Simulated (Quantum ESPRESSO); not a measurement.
## Mg2GaO3Cl (input and log of a self-consistent run)

Computed values, not a measurement. The program is pw.x of Quantum ESPRESSO 7.5 (plane-wave density functional theory). The cell is made up: 7 atoms on a zincblende/diamond lattice with one site empty, with randomly drawn elements, strain and displacements, not relaxed. PseudoDojo standard norm-conserving files (v0.5 for PBE, v0.4.1 for LDA and PBEsol) set the functional; there is no spin polarisation, spin-orbit coupling or dispersion term, and the masses in the input are unused placeholders.

Input:

```
&control calculation='scf', pseudo_dir='./dojo.nc.sr.pbe.v0_5.standard.upf', outdir='./o', disk_io='low', tprnfor=.true., tstress=.true. /
&system ibrav=0, nat=7, ntyp=4, nbnd=35, ecutwfc=84.00895049, nosym=.true., tot_charge=0,
 occupations='smearing', smearing='fd', degauss=0.0018374661
/
&electrons conv_thr=7.350e-09, electron_maxstep=60, /
ATOMIC_SPECIES
Cl 1.0 Cl.upf
Ga 1.0 Ga.upf
Mg 1.0 Mg.upf
O 1.0 O.upf
CELL_PARAMETERS angstrom
4.9048 0.0 0.0
0.0 4.9048 0.0
0.0 0.0 4.9048
ATOMIC_POSITIONS angstrom
Mg 0.0022 0.0079 -0.0017
Mg 2.3402 0.004 2.4782
Ga 2.4248 2.483 0.0155
O 1.1501 1.25 1.2316
O 1.2495 3.699 3.7084
Cl 3.7082 1.2187 3.6349
O 3.7108 3.7042 1.2941
K_POINTS automatic
4 4 4 1 1 1
```

The log is shortened where brackets say so; the opening notice, blank lines, dates and the lines on written files are dropped, and the path of the files is cut. It prints rydbergs, bohrs and kilobars, and counts compression as positive stress. With no partly filled state, the Fermi energy that it prints is only some level between the filled and the empty states on the mesh, and need not lie in the true gap.

```
     Program PWSCF v.7.5
     Parallel version (MPI & OpenMP), running on       4 processor cores
     Number of MPI processes:                 4
     Threads/MPI process:                     1
     [start-up lines left out]
     bravais-lattice index     =            0
     lattice parameter (alat)  =       9.2687  a.u.
     unit-cell volume          =     796.2703 (a.u.)^3
     number of atoms/cell      =            7
     number of atomic types    =            4
     number of electrons       =        58.00
     number of Kohn-Sham states=           35
     kinetic-energy cutoff     =      84.0090  Ry
     charge density cutoff     =     336.0358  Ry
     scf convergence threshold =      7.3E-09
     mixing beta               =       0.7000
     number of iterations used =            8  plain     mixing
     Exchange-correlation= PBE
                           (   1   4   3   4   0   0   0)
     [axes and pseudopotential details left out]
   Cartesian axes
     site n.     atom                  positions (alat units)
         1        Mg     tau(   1) = (   0.0004485   0.0016107  -0.0003466  )
         2        Mg     tau(   2) = (   0.4771244   0.0008155   0.5052602  )
         3        Ga     tau(   3) = (   0.4943729   0.5062388   0.0031602  )
         4        O      tau(   4) = (   0.2344846   0.2548524   0.2511010  )
         5        O      tau(   5) = (   0.2547504   0.7541592   0.7560757  )
         6        Cl     tau(   6) = (   0.7560349   0.2484709   0.7410904  )
         7        O      tau(   7) = (   0.7565650   0.7552194   0.2638436  )
     number of k points=    32  Fermi-Dirac smearing, width (Ry)=  0.0018
                       cart. coord. in units 2pi/alat
        k(    1) = (   0.1250000   0.1250000   0.1250000), wk =   0.0625000
        k(    2) = (   0.1250000   0.1250000   0.3750000), wk =   0.0625000
     [further k points left out]
     Dense  grid:    82951 G-vectors     FFT dimensions: (  60,  60,  60)
     Estimated max dynamical RAM per process >     149.34 MB
     Estimated total dynamical RAM >     536.60 MB
     Initial potential from superposition of free atoms
     starting charge      57.9957, renormalised to      58.0000
     Starting wfcs are   35 randomized atomic wfcs
     total cpu time spent up to now is        1.9 secs
     per-process dynamical memory:   105.7 Mb
     Self-consistent Calculation
     iteration #  1     ecut=    84.01 Ry     beta= 0.70
     Davidson diagonalization with overlap
     ethr =  1.00E-02,  avg # of iterations =  5.4
     total cpu time spent up to now is        4.8 secs
     total energy              =    -521.74595122 Ry
     estimated scf accuracy    <       2.11743453 Ry
     iteration #  2     ecut=    84.01 Ry     beta= 0.70
     Davidson diagonalization with overlap
     ethr =  3.65E-03,  avg # of iterations =  3.6
     total cpu time spent up to now is        7.6 secs
     total energy              =    -521.50234967 Ry
     estimated scf accuracy    <       7.24306186 Ry
     iteration #  3     ecut=    84.01 Ry     beta= 0.70
     Davidson diagonalization with overlap
     ethr =  3.65E-03,  avg # of iterations =  3.0
     total cpu time spent up to now is       10.1 secs
     total energy              =    -522.83986910 Ry
     estimated scf accuracy    <       0.12299813 Ry
     iteration #  4     ecut=    84.01 Ry     beta= 0.70
     Davidson diagonalization with overlap
     ethr =  2.12E-04,  avg # of iterations =  2.6
     total cpu time spent up to now is       12.7 secs
     total energy              =    -522.84983051 Ry
     estimated scf accuracy    <       0.04327020 Ry
     iteration #  5     ecut=    84.01 Ry     beta= 0.70
     Davidson diagonalization with overlap
     ethr =  7.46E-05,  avg # of iterations =  2.9
     total cpu time spent up to now is       15.2 secs
     total energy              =    -522.85370618 Ry
     estimated scf accuracy    <       0.00908420 Ry
     [iterations 6 to 7 left out]
     iteration #  8     ecut=    84.01 Ry     beta= 0.70
     Davidson diagonalization with overlap
     ethr =  1.05E-06,  avg # of iterations =  2.0
     total cpu time spent up to now is       22.9 secs
     total energy              =    -522.85560806 Ry
     estimated scf accuracy    <       0.00000692 Ry
     iteration #  9     ecut=    84.01 Ry     beta= 0.70
     Davidson diagonalization with overlap
     ethr =  1.19E-08,  avg # of iterations =  3.7
     total cpu time spent up to now is       25.6 secs
     total energy              =    -522.85560972 Ry
     estimated scf accuracy    <       0.00000413 Ry
     iteration # 10     ecut=    84.01 Ry     beta= 0.70
     Davidson diagonalization with overlap
     ethr =  7.12E-09,  avg # of iterations =  2.0
     total cpu time spent up to now is       27.9 secs
     total energy              =    -522.85561026 Ry
     estimated scf accuracy    <       0.00000015 Ry
     iteration # 11     ecut=    84.01 Ry     beta= 0.70
     Davidson diagonalization with overlap
     ethr =  2.66E-10,  avg # of iterations =  2.5
     total cpu time spent up to now is       30.4 secs
     total energy              =    -522.85561030 Ry
     estimated scf accuracy    <       0.00000001 Ry
     iteration # 12     ecut=    84.01 Ry     beta= 0.70
     Davidson diagonalization with overlap
     ethr =  2.58E-11,  avg # of iterations =  2.2
     total cpu time spent up to now is       32.7 secs
     End of self-consistent calculation
          k = 0.1250 0.1250 0.1250 ( 10395 PWs)   bands (ev):
   -69.9850 -69.9670 -36.8554 -36.8361 -36.7400 -36.7130 -36.7019 -36.6990
   -13.2531 -12.0710 -11.7658 -11.4999 -10.2339 -10.2304 -10.1711  -9.9993
    -9.9745  -2.7287  -1.6171  -0.7604   0.6614   1.7388   2.0473   2.2043
     2.5892   2.7402   3.1146   3.3397   3.7662   5.7479   8.0646   8.3119
     9.3244   9.9468  11.9644
     [levels at the other k points left out]
     the Fermi energy is     4.4973 ev
!    total energy              =    -522.85561030 Ry
     estimated scf accuracy    <          3.2E-09 Ry
     smearing contrib. (-TS)   =      -0.00000000 Ry
     internal energy E=F+TS    =    -522.85561030 Ry
     The total energy is F=E-TS. E is the sum of the following terms:
     one-electron contribution =    -323.41143665 Ry
     hartree contribution      =     181.08866826 Ry
     xc contribution           =    -107.56162741 Ry
     ewald contribution        =    -272.97121449 Ry
     convergence has been achieved in  12 iterations
     Forces acting on atoms (cartesian axes, Ry/au):
     atom    1 type  3   force =     0.09300648   -0.10803790    0.11579286
     atom    2 type  3   force =    -0.07768069   -0.09149415   -0.10043852
     atom    3 type  2   force =    -0.10103370    0.10645528    0.11361242
     atom    4 type  4   force =     0.07422462   -0.00231135   -0.06372784
     atom    5 type  4   force =     0.05420474   -0.00317798    0.06080304
     atom    6 type  1   force =     0.02817243    0.09567027   -0.05381757
     atom    7 type  4   force =    -0.07089388    0.00289583   -0.07222438
     Total force =     0.363300     Total SCF correction =     0.000085
     Computing stress (Cartesian axis) and pressure
          total   stress  (Ry/bohr**3)                   (kbar)     P=      -64.67
  -0.00037148  -0.00028452   0.00026579          -54.65      -41.85       39.10
  -0.00028452  -0.00052174   0.00024887          -41.85      -76.75       36.61
   0.00026579   0.00024887  -0.00042571           39.10       36.61      -62.62
     init_run     :      1.79s CPU      1.86s WALL (       1 calls)
     electrons    :     30.60s CPU     30.81s WALL (       1 calls)
     forces       :      0.41s CPU      0.43s WALL (       1 calls)
     stress       :      1.34s CPU      1.34s WALL (       1 calls)
     [timing details left out]
     PWSCF        :     34.24s CPU     34.56s WALL
     JOB DONE.
```

In other units: free energy -7113.813 eV for the cell, pressure -6.47 GPa, largest force component 2.977 eV/Å. A rerun of this cell at 1437 eV and a 6 x 6 x 6 mesh moved values by no more than 0.002 eV in energy, 0.03 GPa in stress and 0.003 eV/Å in force.